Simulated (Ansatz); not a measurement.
The relaxed structure here is a generated cell of TiC: the first start was made by placing the elements on the sites of a structure type, and the end was not matched to a known phase here, so it may be hypothetical. Known forms of TiC include space group No. 225.

A relaxed cell of TiC (Pm-3m (No. 221)), relaxed on a k-mesh at least as fine as the one used below. Method: r2SCAN (plane waves to 500 eV, PAW, scalar-relativistic; Ansatz, a first-principles code). Γ-centred k-mesh 6×12×12 on the run's cell (coarser than for final values), Fermi–Dirac smearing 0.05 eV.

```xyz
4
Lattice="5.4084 0.0000 0.0000 0.0000 2.7042 0.0000 0.0000 0.0000 2.7042" Properties=species:S:1:pos:R:3 pbc="T T T"
Ti     0.0000     0.0000     0.0000
Ti     2.7042     0.0000     0.0000
C      1.3521     1.3521     1.3521
C      4.0563     1.3521     1.3521
```

The atoms are displaced along an unstable phonon of this cell by (Å):

```tsv
atom	ux	uy	uz
Ti1	0.000	0.000	0.150
Ti2	0.000	0.000	-0.150
C3	0.000	0.000	0.000
C4	0.000	0.000	0.000
```

Problem. What forces (eV/Å) and pressure result?

Solution. 
```csv
atom,Fx,Fy,Fz
Ti1,0.00,0.00,1.64
Ti2,0.00,0.00,-1.64
C3,0.00,0.00,0.00
C4,0.00,0.00,0.00
```

Pressure +0.5 GPa.

Problem. Estimate the energy cost of the displacement in the harmonic approximation and compare with the calculation.

Solution. For a harmonic well ΔE = −½ Σ F·u = -0.245 eV a cell, or -61 meV/atom. The calculated energy relative to the undisplaced cell is -0.08 eV/atom, so anharmonic terms matter at this amplitude.

The undisplaced cell is probably no minimum: from this displacement the run went on to Pmma (No. 51), 0.43 eV/atom below it.

No spin polarisation in the result. A magnetic state may lie lower.
